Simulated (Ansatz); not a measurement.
## Cu$_{4}$BP$_{3}$: reading a single point

```
CELL_PARAMETERS angstrom
3.79446 0.00000 0.00000
0.00000 3.79446 0.00000
0.00000 0.00000 6.95662
ATOMIC_POSITIONS crystal
B 0.00000 0.00000 0.50000
Cu 0.50000 0.00000 0.17411
Cu 0.00000 0.50000 0.17411
Cu 0.50000 0.00000 0.82589
Cu 0.00000 0.50000 0.82589
P 0.00000 0.00000 0.00000
P 0.50000 0.50000 0.35080
P 0.50000 0.50000 0.64920
```

Single point in Ansatz 0.2.0 with PBE, no spin polarisation. Cutoff 420 eV, PAW datasets, 9×9×5 Γ-centred k mesh, fermi-dirac filling (width 0.0202 eV).

Electronic structure: It is a metal, with about 2.4 states/eV a cell as the mean within 0.25 eV of the Fermi level, mostly P p (49 %) and Cu d (26 %).
Stress: The pressure is 18.4 GPa (compression positive), so with the atoms held at these fractions the cell would first expand; the forces are large, so a full relaxation may end otherwise. The principal stresses 17.0, 17.0, 21.3 GPa differ, so its shape would change too.
Forces: The largest is on Cu4 (and as large on other atoms): 1.06 eV/Å, components (0.00, 0.00, -1.06). It makes 123° with the line to a nearest neighbour, P6 at 2.25 Å.
Formation energy: 0.55 eV an atom against the elements' usual phases (free molecules for gases, crystals otherwise, with no correction for O₂ or N₂), so at this geometry it isn't bound against them. Relaxing would lower it.
Charges: Bader charges in e: Cu +0.27, B +0.06, P -0.51 to -0.31. In the mean Cu gives up most and P takes most.

Origin: a known structure type with other elements, at an estimated volume, so it need not be a known compound. Caveats: atoms or cell far from equilibrium.
